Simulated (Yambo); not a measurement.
G0W0@LDA for SrO (rock salt, space group Fm-3m, No. 225) in Yambo. Reference settings: 6×6×6 Γ-centred k mesh, 77 bands and a 10 Ry block in the screening, 77 bands in G with the Bruneval-Gonze terminator, plasmon pole fitted at 27.2 eV. The LDA gap Γ → X on this mesh is 3.13 eV; G0W0 gaps are taken between the same points.

The settings were changed. The gap went from 5.23 eV to 3.37 eV, and the shift of the valence edge from -1.04 eV to 1.09 eV.

Which change was made?
(A) 18 bands in W, 18 bands in G, 2 Ry block
(B) exchange cut at 5 Ry
(C) 4×4×4 mesh
(D) 18 bands in W, 18 bands in G, 4 Ry block

B, exchange cut at 5 Ry. The others gave (gap, valence shift): 4×4×4 mesh: 5.23, -1.06 eV; 18 bands in W, 18 bands in G, 2 Ry block: 5.41, -0.68 eV; 18 bands in W, 18 bands in G, 4 Ry block: 5.41, -0.64 eV.

Geometry relaxed with LDA; primitive cell a = b = c = 3.5786 Å, α = β = γ = 60.00°.

A shift is the quasiparticle energy of the state minus its LDA energy.
